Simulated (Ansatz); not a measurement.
A relaxed structure of Mg2Si. Level of theory: PBEsol (plane waves to 420 eV, PAW, scalar-relativistic; Ansatz, a quantum-chemistry and plane-wave program).

```
CELL_PARAMETERS angstrom
      0.00000     3.16233     3.16233
      3.16233     0.00000     3.16233
      3.16233     3.16233     0.00000
ATOMIC_POSITIONS crystal
  Mg 0.75000 0.75000 0.75000
  Mg 0.25000 0.25000 0.25000
  Si 0.00000 0.00000 0.00000
```

Problem. Find the space group and the Wyckoff positions (tolerance 0.01 Å).

Solution. Space group Fm-3m (No. 225); a = b = c = 6.3247 Å, α = β = γ = 90.00°

| atom | site | symmetry | x | y | z |
|---|---|---|---|---|---|
| Mg | 8c | -43m | 0.2500 | 0.2500 | 0.2500 |
| Si | 4a | m-3m | 0.0000 | 0.0000 | 0.0000 |

This is the AFLOW prototype AB2_cF12_225_a_c (C1, as in CaF2).

Problem. Give the shortest distances between elements (the closest pairs, up to four, under 3.6 Å).

Solution. Mg–Si 2.74 Å; Mg–Mg 3.16 Å.

```yaml
volume_per_atom: 21.08 Å³
density: 2.01 g/cm³
band_gap: 0.12 eV, indirect (valence top at Γ, conduction bottom at X) (no spin-orbit coupling)
smallest_direct_gap: 1.88 eV at Γ
```

No spin polarisation in the result.

The run could not lose the symmetry of its start.

All atoms sit on sites fixed by symmetry, so only the cell could relax.

The first start was generated by a random draw of sites in a space group. A measured structure of Mg2Si has the same space group, Fm-3m (No. 225); the sites were not compared with it.
